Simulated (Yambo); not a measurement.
Excitons in K$_{2}$S at -1.5 % isotropic strain

```xyz
3
Lattice="0.0000 3.6122 3.6122 3.6122 0.0000 3.6122 3.6122 3.6122 0.0000" Properties=species:S:1:pos:R:3 pbc="T T T"
S      0.0000     0.0000     0.0000
K      5.4183     5.4183     5.4183
K      1.8061     1.8061     1.8061
```

The PBEsol cell relaxed from Materials Project entry mp-1022 was given an isotropic strain of -1.5 % on all lattice vectors, and the atoms were relaxed again.

BSE in Yambo on norm-conserving PBEsol (Quantum ESPRESSO, 74 Ry, no spin-orbit coupling) bands: 8×8×8 mesh, 3 valence and 6 conduction bands, static screening with 47 bands and a 4 Ry block, scissor 1.85 eV, Tamm-Dancoff; field along x.

```csv
state,energy (eV),states within 2 meV,relative strength,class,main transitions
1,4.03,3,1.00,strong,several band pairs
2,4.26,3,< 0.01,dark,VB → CB (60 %)
3,4.34,3,0.33,strong,several band pairs
4,4.47,3,< 0.01,dark,several band pairs
5,4.50,2,< 0.01,dark,several band pairs
6,4.52,3,0.41,strong,several band pairs
```

These are vertical excitations (zero momentum); the indirect quasiparticle gap, about 4.35 eV, is smaller than the direct one (4.58 eV on the GW mesh). The direct quasiparticle gap on this mesh is 4.58 eV; counted from there, state 1 is bound by 0.55 eV. Convergence with the mesh was not shown.

Spin singlets only. Strengths are relative to the strongest of the lowest states of this run; strong means a line over 3 % of the spectrum's maximum, dark under 0.03 %. Absolute energies carry the error of the G0W0 scissor, whose convergence isn't established.
